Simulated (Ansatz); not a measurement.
Data:

Si3N4:
Space group P6₃/m (No. 176); a = 7.5736 Å, b = 7.5736 Å, c = 2.8915 Å, α = 90.00°, β = 90.00°, γ = 120.00°

| atom | site | symmetry | x | y | z |
|---|---|---|---|---|---|
| Si | 6h | m.. | 0.2325 | 0.4064 | 0.2500 |
| N | 2c | -6.. | 0.3333 | 0.6667 | 0.2500 |
| N | 6h | m.. | 0.3301 | 0.0295 | 0.2500 |

This is the LDA-relaxed structure.

Task: All from the program Ansatz at the LDA level (PAW), unless another level is named. Estimate the bulk modulus (Birch–Murnaghan fit).

Result: 252 GPa.

Task: Next, the vibrational entropy at 300 K?

Result: 9.1 J/(K·mol of atoms).

Task: Next, the zero-point energy?

Result: 114.7 meV/atom.

Space group P6_3/m. Symmetry was held in the LDA relaxation; phonons on a q-mesh show no instability.

Potentials: the later of the program's two PAW sets.
